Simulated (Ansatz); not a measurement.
Data:

AgI:
Space group P6₃mc (No. 186); a = 4.4857 Å, b = 4.4857 Å, c = 7.3391 Å, α = 90.00°, β = 90.00°, γ = 120.00°

| atom | site | symmetry | x | y | z |
|---|---|---|---|---|---|
| Ag | 2b | 3m. | 0.3333 | 0.6667 | 0.0026 |
| I | 2b | 3m. | 0.3333 | 0.6667 | 0.3773 |

This is the LDA-relaxed structure.

All from LDA in the plane-wave PAW code Ansatz, unless another level is named. Estimate the highest zone-centre frequency (without LO–TO term).

134 cm⁻¹.

What about the bulk modulus (Birch–Murnaghan fit)?

41.0 GPa.

And the vibrational entropy at 300 K?

52.3 J/(K·mol of atoms).

What about the zero-point energy?

16.2 meV/atom.

Space group P6_3mc (wurtzite). The LDA relaxation kept the symmetry of its start. The run is not spin-polarised. Spin–orbit coupling is left out wherever it is not named.

Potentials: the earlier of the program's two PAW sets. The files were generated under PBE; for other functionals the program regenerates the frozen cores, and for LDA and PBEsol the local potential too.
